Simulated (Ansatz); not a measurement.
In PBE in the plane-wave PAW code Ansatz, ScSnCN in the trigonal phase (P3m1; Sc on 1b, Sn on 1c, C on 1b, N on 1c) relaxes to a = 3.598 Å, c = 5.524 Å. Sc has 4 nearest neighbours from 2.13 Å (tetrahedral); Sn has 4 nearest neighbours from 2.16 Å (tetrahedral); C has 4 nearest neighbours from 2.16 Å (tetrahedral); N has 4 nearest neighbours from 2.13 Å (tetrahedral). Against the elements it lies at -0.30 eV/atom, with no fitted shifts.

The Kohn–Sham gap is 1.81 eV (direct). The valence maximum lies at Γ and the conduction minimum at Γ. Gap from PBE with spin–orbit coupling: 1.77 eV. Electrons at the band edge weigh 0.14, 0.14, 0.57 mₑ (principal values).

An equation-of-state fit gives a bulk modulus of 113 GPa.

The start of the workflow was typed in or built on a structure type; neither database checked (COD, Materials Project) lists it. Whether it is the stable phase at ambient conditions was not checked. Symmetry was held in the PBE relaxation; whether a distortion lowers the energy is not shown. The run is not spin-polarised. The references are the lowest solids computed at this level, not always the standard phases (solids in place of the gases). Spin–orbit coupling is left out wherever it is not named.

Potentials: the earlier of the program's two PAW sets.
